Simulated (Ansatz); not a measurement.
Input:

Si₃N₄:
```xyz
14
Lattice="0.0000 3.8651 3.8651 3.8651 0.0000 3.8651 3.8651 3.8651 0.0000" Properties=species:S:1:pos:R:3 pbc="T T T"
Si     4.8313     4.8313     4.8313
Si     4.8313     2.8988     2.8988
Si     2.8988     4.8313     2.8988
Si     2.8988     2.8988     4.8313
Si     1.9325     1.9325     1.9325
Si     0.0000     0.0000     0.0000
N      6.7064     6.7064     6.7064
N      6.7064     4.8888     4.8888
N      4.8888     6.7064     4.8888
N      4.8888     4.8888     6.7064
N      2.9562     2.9562     2.9562
N      2.9562     4.7739     4.7739
N      4.7739     2.9562     4.7739
N      4.7739     4.7739     2.9562
```

This is the r²SCAN-relaxed structure.

All from the program Ansatz at the r²SCAN level (PAW), unless another level is named. Estimate the electron effective mass, band 2 of 3 at the edge.

0.33 along [100], 0.38 along [110], 0.36 along [111] (mₑ).

Predict the formation energy from the elements (no fitted shifts).

-1.11 eV/atom.

What about the hole effective mass?

0.34, 1.1, 6.4 mₑ (principal values).

Give the electron effective mass, band 1 of 3 at the edge.

0.57 along [100], 0.46 along [110], 0.43 along [111] (mₑ).

And the conduction-band minimum?

at Γ.

Space group Fd-3m. Symmetry was held in the r²SCAN relaxation; phonons on a q-mesh show no instability. The references are the lowest solids computed at this level, not always the standard phases (solids in place of the gases).

Potentials: the later of the program's two PAW sets.

Edges and masses are those of Kohn–Sham bands, whose gap is no quasiparticle gap.
